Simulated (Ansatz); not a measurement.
SiO₂ in space group P3_121 (No. 152; Si on 3b, O on 6c), plane-wave PAW r²SCAN (Ansatz code). The conduction-band minimum lies at Γ, with 1 equivalent valley. Second derivatives d²E/dk² of the lowest band at one valley (eV·Å²), along Cartesian directions:

```tsv
direction	d²E/dk²
[100]	15.27
[010]	15.27
[001]	15.67
[110]	15.27
[101]	15.47
[011]	15.47
```

Task: Find the principal effective masses, the density-of-states mass and the conductivity mass.

Result: Off-diagonal terms follow from H_xy = H[110] − (H_xx + H_yy)/2, and m*/mₑ = 7.620 eV·Å² over each eigenvalue: 0.49, 0.50, 0.50. One valley's DOS mass (m₁m₂m₃)^(1/3) = 0.49, conductivity mass 3/(Σ 1/mᵢ) = 0.49 mₑ.

Task: What effective density of states Nc follows at 300 K for parabolic valleys?

Result: Nc = 2.509e19 × 1 × (0.49)^(3/2) ≈ 8.6e18 cm⁻³.

The cell was relaxed with r²SCAN under the symmetry of its start.

Potentials: the later of the program's two PAW sets.

Edges and masses are those of Kohn–Sham bands, whose gap is no quasiparticle gap.
